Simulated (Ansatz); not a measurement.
CdSe (wurtzite)

```
CELL_PARAMETERS angstrom
      4.33999     0.00000     0.00000
     -2.17000     3.75854     0.00000
      0.00000     0.00000     7.07803
ATOMIC_POSITIONS crystal
  Cd 0.66667 0.33333 0.00056
  Cd 0.33333 0.66667 0.50056
  Se 0.66667 0.33333 0.62464
  Se 0.33333 0.66667 0.12464
```

The slice is a (1 -1 0 0) plane (indices of the conventional cell) through the point (0.667, 0.333, 0.001) (fractional), spanned by u = [110] and v = [001] in vectors of this cell: u (4.34 Å) and v (7.08 Å, at 90° to u). It covers one period; positions are fractions (u, v).

All values below come from r2SCAN (plane waves to 500 eV, PAW, scalar-relativistic; Ansatz, an electronic-structure program). k mesh 9×9×5. These are valence fields of a PAW run, semicore shells included where kept as valence: close to a nucleus they are smooth pseudo fields. CdSe was relaxed with its symmetry unable to fall.

Problem. What is the ELF at the density minimum of the shortest Cd–Se line in this plane (2.66 Å)?

Solution. 0.3.

Problem. What is the valence density on the shortest Cd–Se line in this plane (2.66 Å), at its minimum between the atoms?

Solution. 0.36 e/Å³.

Problem. The ELF has a maximum in the middle third of the Cd–Se line. Where, and how high?

Solution. 0.82, 1.7 Å from Cd.

Problem. Predict the map of the valence electron density on the slice.

Solution. 
```
|9988886655332222222222222222223355668888|
|8888776644332222111111111122223344667788|
|7766664433222211111100111111222233446666|
|5555443333221111000000000011112233334455|
|4444333322221111000000000011112222333344|
|3333333322221111000000000011112222333333|
|4444443333221111000000000011112233334444|
|4444444433222211110000001111222233444444|
|6655554444332222110000001122223344445555|
|7777665544333322111111111122333344556677|
|9988775544443322221111112222334444557788|
|9999886644443322222222222222334444668899|
|9988775544443322222222222222334444557788|
|7777665544443333222222222233334444556677|
|6655554444333322222222222222333344445555|
|4444444433332222222233222222223333444444|
|4433333333222222222222222222222233333333|
|3333222222222222222222222222222222222233|
|2222221111111111112222221111111111112222|
|1111111111111111111111111111111111111111|
|0000000000001111111111111111110000000000|
|0000000000001111111111111111110000000000|
|0000000000001111111111111111110000000000|
|0000000011111111222222222211111111000000|
|1111111111112222222222222222221111111111|
|2222222222222222223333332222222222222222|
|3333332222222222333333333322222222223333|
|5555443333222233333333333333222233334455|
|7766664433333333333333333333333333446666|
|8888776644333333333333333333333344667788|
|9988886655333322222222222222333355668888|
|9999887755443322222222222222334455778899|
```
Scale: ten equal steps from -1.81 (start of '0') to 1.66 (end of '9'), in the order '0123456789'. Values: log₁₀ of the valence density in e/Å³. The map has 20 points along u (two characters each, u = 0 at the left) and 32 along v (v = 0 in the bottom row). The scale is logarithmic, as a density can span decades between atoms and voids.
